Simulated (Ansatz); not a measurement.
**Electric field gradients in La2O3**

The cell is a computed structure from the Materials Project (it need not be an observed phase), taken as it stands.

```xyz
5
Lattice="3.9308 0.0000 0.0000 -1.9654 3.4042 0.0000 0.0000 0.0000 6.1120" Properties=species:S:1:pos:R:3 pbc="T T T"
La    1.9654    1.1347    4.6070
La    0.0000    2.2694    1.5050
O     1.9654    1.1347    2.1643
O     0.0000    2.2694    3.9477
O     0.0000    0.0000    0.0000
```

Sites (sets of like atoms) are named by element and the number of their first atom in this list.

Method: Kohn–Sham DFT in Ansatz, PBE, plane waves and PAW, with spin–orbit coupling, 420 eV cutoff, Γ-centred 7×7×4 k-points, Fermi–Dirac smearing 0.02 eV.

V_zz is the principal component of the electric field gradient with the largest magnitude, η = (V_xx − V_yy)/V_zz and C_Q = eQV_zz/h. ν_Q = 3|C_Q|/[2I(2I − 1)].

¹³⁹La: I = 7/2, Q = 206.0 mb; ¹⁷O: I = 5/2, Q = -25.58 mb. Nuclear quadrupole moments: year-2017 set (Pyykkö).

```tsv
site	atoms (order as listed)	first shell	C_Q (MHz)	η	ν_Q (MHz)
La	1, 2	7 O at 2.36–2.72 Å	56.1	0.00	4.01
O3	3, 4	4 La at 2.36–2.44 Å	-0.503	0.00	0.075
O5	5	6 La at 2.72 Å	0.547	0.00	0.082
```

An axis of threefold or higher order runs through La, O3 and O5, so V_zz lies along it and η is zero.
